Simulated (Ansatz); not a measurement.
## HfIr₃: zone-centre modes under pressure

HfIr₃, Pm-3m, a = 3.901 Å. The structure is a COD entry; whether it is the stable form wasn't checked. Ansatz: LDA, PAW, 420 eV, Γ-centred 12×12×12 mesh on 4 atoms, Fermi-Dirac smearing 0.15 eV; no spin polarisation. Cell and atoms are relaxed at each pressure with the symmetry kept; optical modes at Γ by linear response, in cm⁻¹, matched by rank (the highest 3 distinct ones).

| P (GPa) | V (Å³/atom) | ω1 | ω2 | ω3 |
| --- | --- | --- | --- | --- |
| 0 | 14.840 | 136.4 | 144.2 | 181.8 |
| 3 | 14.704 | 139.6 | 147.3 | 186.3 |
| 10 | 14.414 | ? | ? | ? |

**Question.** Get each mode's Grüneisen parameter γ = −d ln ω/d ln V from the other rows and predict the missing frequencies.

**Answer.** ln(V/V0) = 0.0000, -0.0092, -0.0291; a line through ln(ω/ω0) of the 2 known rows gives ω1: γ = 2.521, predicted 146.8, computed 146.6; ω2: γ = 2.312, predicted 154.2, computed 154.1; ω3: γ = 2.658, predicted 196.4, computed 196.3. The worst miss is 0.1 %, or 2 % of the shift under pressure, so a constant γ serves at that level. In a metal these frequencies hang on the mesh and smearing.

Spin–orbit coupling is left out, which can shift energies with elements as heavy as these.